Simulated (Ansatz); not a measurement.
# KBi2IO4: reading a single point

```
I Bi K O
1.0
     3.99232    0.00000    0.00000
     0.00000    3.99232    0.00000
     0.00000    0.00000    9.79156
I Bi K O
1 2 1 4
Direct
  0.00000 0.00000 0.50000
  0.50000 0.50000 0.74160
  0.50000 0.50000 0.25840
  0.00000 0.00000 0.00000
  0.50000 0.00000 0.85800
  0.00000 0.50000 0.85800
  0.50000 0.00000 0.14200
  0.00000 0.50000 0.14200
```

Method: LDA, no spin polarisation; PAW, plane waves to 420 eV, 9×9×4 Γ-centred mesh, fermi-dirac occupations (width 0.1 eV) (Ansatz 0.2.0), atoms fixed.

- Forces: The largest is on Bi2 (and as large on other atoms): 2.45 eV/Å, components (0.00, 0.00, 2.45). It makes 60° with the line to a nearest neighbour, O5 at 2.30 Å.
- Formation energy: -0.85 eV an atom against the elements' usual phases (free molecules for gases, crystals otherwise, with no correction for O₂ or N₂), so it is bound against them; other compounds may still compete. Relaxing would lower it.
- Electronic structure: It is a metal, with about 9.2 states/eV a cell as the mean within 0.25 eV of the Fermi level, mostly O p (83 %).
- Contacts: Bi–O at 2.30 Å: least valence density 0.49 e/Å³ and ELF 0.26 there. K–O at 2.43 Å: least valence density 0.23 e/Å³ and ELF 0.08 there. I–Bi at 3.68 Å: least valence density 0.09 e/Å³ and ELF 0.13 there. Both are smooth PAW fields, read partly inside the augmentation spheres.

Origin: a known structure type with other elements, at an estimated volume, so it need not be a known compound. Caveats: many states at the Fermi level without spin polarisation, so a magnetic state may lie lower; atoms or cell far from equilibrium.
